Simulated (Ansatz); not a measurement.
# Cl (Cmce): G0W0 against its settings

Cl (Cmce) from a database structure, relaxed with r2SCAN+rVV10; one-shot G0W0 in Ansatz without spin-orbit coupling. (Simulation; spin polarisation is off.)

```cif
data_structure
_symmetry_space_group_name_H-M 'Cmce'
_symmetry_Int_Tables_number 64
_cell_length_a 6.2505
_cell_length_b 4.0145
_cell_length_c 8.1466
_cell_angle_alpha 90.000
_cell_angle_beta 90.000
_cell_angle_gamma 90.000
_cell_volume 204.42
loop_
_atom_site_label
_atom_site_type_symbol
_atom_site_symmetry_multiplicity
_atom_site_Wyckoff_symbol
_atom_site_fract_x
_atom_site_fract_y
_atom_site_fract_z
_atom_site_occupancy
Cl1 Cl 8 f 0.50000 0.62436 0.60748 1
```

Gaps are read over the mesh points alone. G0W0 values are finite-basis, finite-mesh values.

| start | potentials | frequency model | mesh | empty bands | screening cutoff (eV) | Kohn-Sham gap (eV) | G0W0 gap (eV) |
| --- | --- | --- | --- | --- | --- | --- | --- |
| PBE | PAW | contour deformation | 6×6×2 | 305 | 120 | 2.20 | 4.53 |
| PBE | PAW | contour deformation | 6×6×2 | 757 | 220 | 2.20 | 4.55 |
| PBE | PAW | contour deformation | 6×6×2 | 1391 | 300 | 2.20 | 4.55 |
| HSE06 | PAW | contour deformation | 6×6×2 | 757 | 220 | 3.80 | 5.77 |
| r2SCAN | PAW | contour deformation | 6×6×2 | 757 | 220 | 2.57 | 4.95 |
| PBE0 | PAW | contour deformation | 6×6×2 | 757 | 220 | 4.57 | 6.07 |
| PBE | PAW | Godby-Needs pole | 6×6×2 | 757 | 220 | 2.20 | 4.76 |
| PBE | PAW | contour deformation | 8×8×4 | 166 | 80 | 2.20 | 4.48 |
| PBE | norm-conserving | contour deformation | 6×6×2 | 757 | 220 | 2.18 | 4.52 |

G0W0 moves the gap on the mesh from 2.20 eV (PBE) to 4.55 eV (R to Γ). Renormalisation factors Z lie between 0.69 and 0.73.

Raising bands and cutoff together moves the gap by +0.02 eV (120 to 220 eV), then 0.00 eV (220 to 300 eV); the last step is small, which bounds nothing strictly. Starting from HSE06 (3.80 eV against PBE's 2.20 eV) gives 5.77 eV, +1.22 eV from G0W0@PBE at the same screening cutoff. Starting from r2SCAN (2.57 eV against PBE's 2.20 eV) gives 4.95 eV, +0.40 eV from G0W0@PBE at the same screening cutoff. Starting from PBE0 (4.57 eV against PBE's 2.20 eV) gives 6.07 eV, +1.52 eV from G0W0@PBE at the same screening cutoff. The Godby-Needs plasmon pole differs from contour deformation by +0.21 eV. Norm-conserving potentials (wave cutoff 789 eV against 420 eV) shift the quasiparticle gap by -0.03 eV and the PBE gap by -0.02 eV. r2SCAN runs take a wave cutoff of 500 eV.
